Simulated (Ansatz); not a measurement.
ZnCu2SnSe4 (kesterite type, space group I-4)

```
CELL_PARAMETERS angstrom
     -2.84950     2.84950     5.69111
      2.84950    -2.84950     5.69111
      2.84950     2.84950    -5.69111
ATOMIC_POSITIONS crystal
  Cu 0.00000 0.00000 0.00000
  Cu 0.75000 0.25000 0.50000
  Zn 0.25000 0.75000 0.50000
  Sn 0.50000 0.50000 0.00000
  Se 0.63693 0.62915 0.52589
  Se 0.10325 0.11103 0.47411
  Se 0.37085 0.89675 0.00778
  Se 0.88897 0.36307 0.99222
```

The slice is a (100) plane (indices of the conventional cell) through the point (0.371, 0.897, 0.008) (fractional), spanned by u = [101] and v = [110] in vectors of this cell: u (5.70 Å) and v (11.38 Å, at 90° to u). It covers one period; positions are fractions (u, v).

The numbers are results of r2SCAN (plane waves to 500 eV, PAW, scalar-relativistic; Ansatz, an electronic-structure program), not measurements. k mesh 8×8×8. Inside the PAW spheres the values are not all-electron values, and peaks at nuclei hang on which shells count as valence. The PAW data are Ansatz's earlier set. ZnCu2SnSe4 is run without spin polarisation. ZnCu2SnSe4 was relaxed with its symmetry unable to fall.

Task: Predict the map of the electrostatic potential energy of an electron, from the cell's mean on the slice.

Result: 
```
|xxxxxx..##%%%%@@@@@@@@@@%%::xxxx|
|xxxx  ==**##%%%%@@@@@@@@%%++  xx|
|  ..==++****##%%@@@@@@%%%%##++::|
|####**++++++**##%%%%%%######%%##|
|%%%%##**++**++==--==++####%%%%@@|
|@@%%####**++::xxxxxxxx==##%%@@@@|
|@@@@%%%%##++xxxxxxxxxx  **@@@@@@|
|@@@@%%%%##==xxxxxxxxxxxx**@@@@@@|
|@@@@@@%%##==xxxxxxxxxxxx**@@@@@@|
|@@@@%%%%##++  xxxxxxxx  ##@@@@@@|
|@@%%%%##****++  xxxx..**%%@@@@@@|
|######******##******##%%%%%%%%%%|
|  ..==++****##%%%%@@@@@@%%%%##--|
|xxxxxx--**##%%@@@@@@@@@@%%##..xx|
|xxxxxx  **%%@@@@@@@@@@@@%%++xxxx|
|xxxxxxxx**@@@@@@@@@@@@%%##--xxxx|
|xxxxxx  ##@@@@@@@@%%%%##**--xxxx|
|xxxxxx==%%@@@@@@@@%%##**++==  xx|
|  ..++##%%@@@@@@%%##**==------::|
|**##%%%%%%%%%%%%####++--::::==**|
|%%@@@@@@%%%%**==--====--::--++##|
|%%@@@@@@%%**  xxxxxx  ====++**##|
|@@@@@@@@%%::xxxxxxxxxx::**####%%|
|@@@@@@@@##  xxxxxxxxxx..##%%%%@@|
|@@@@@@@@##  xxxxxxxxxx::##%%@@@@|
|@@@@@@@@##--xxxxxxxxxx++%%%%%%@@|
|@@@@@@%%##**--  xx  ==##%%%%%%@@|
|##%%%%########****####%%########|
|  ::++####%%%%%%@@@@%%%%##**==..|
|xxxx  ++%%%%@@@@@@@@@@%%##==  xx|
|xxxxxx::##@@@@@@@@@@@@@@##..xxxx|
|xxxxxx  ##%%@@@@@@@@@@@@##  xxxx|
```
Scale: ten equal steps from -2.00 (start of ' ') to 6.68 (end of '@'), in the order ' .:-=+*#%@'. Values: electrostatic potential energy of an electron, from the cell's mean, in eV. The map has 16 points along u (two characters each, u = 0 at the left) and 32 along v (v = 0 in the bottom row). Points within 1 Å of a nucleus are blanked (x), as the pseudised field means little there. Values under -2 eV are set to -2. The zero, the cell's mean, hangs on the PAW cores.
